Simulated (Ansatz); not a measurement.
# Property card for HfN

HfN:
```xyz
4
Lattice="3.1029 0.0000 0.0000 -1.5515 2.6872 0.0000 0.0000 0.0000 5.3513" Properties=species:S:1:pos:R:3 pbc="T T T"
Hf     1.5515     0.8957     4.0135
Hf     0.0000     1.7915     1.3378
N      0.0000     0.0000     0.0000
N      0.0000     0.0000     2.6757
```

Space group P6_3/mmc (No. 194), NiAs type; conventional cell a = 3.1029 Å, b = 3.1029 Å, c = 5.3513 Å, α = 90.00°, β = 90.00°, γ = 120.00°.

Method: LDA in the plane-wave PAW code Ansatz. Geometry: relaxed at this level of theory. Other levels are named where they apply.

### Cell and energy

| Quantity | Result |
|---|---|
| Volume per atom | 11.16 Å³ |
| Density | 14.33 g/cm³ |
| Formation energy from the elements (no fitted shifts) | -2.05 eV/atom |

### Electronic structure

| Quantity | Result |
|---|---|
| Electronic character | metallic (no gap) |
| Density of states at the Fermi level | 0.23 states/eV per atom (mean over ±0.08 eV) |

### Mechanics

| Item | Value |
|---|---|
| Bulk modulus (Birch–Murnaghan fit) | 296 GPa |
| Pressure derivative B′ | 4.2 |
| Elastic constants (relaxed ions, GPa) | C11 = 573, C12 = 163, C13 = 149, C33 = 598, C44 = 145 |
| Mechanical stability | stable (all eigenvalues of C positive) |
| Hill bulk and shear moduli | 296 and 182 GPa |
| Young's modulus | 452 GPa |
| Poisson's ratio | 0.25 |
| Debye temperature from the elastic constants | 526 K |

### Phonons

| Quantity | Value |
|---|---|
| Highest zone-centre frequency | 20.40 THz |
| Zone-centre stability | no imaginary mode at Γ |

The workflow started from a Materials Project entry (that database holds measured and hypothetical structures alike); the Crystallography Open Database copy checked does not list it. It is not the phase usual at ambient conditions (space group No. 225). The cell was relaxed with LDA under the symmetry of its start. The run is not spin-polarised. As this level gives no gap, shear constants depend on the k-mesh and smearing (Fermi–Dirac, 0.1 eV here). As this level gives no gap, phonon frequencies hold no LO–TO term and depend on the k-mesh and smearing (Fermi–Dirac, 0.1 eV here). The references are the lowest solids computed at this level, not always the standard phases (solids in place of the gases). Spin–orbit coupling is left out wherever it is not named.

Potentials: the later of the program's two PAW sets.
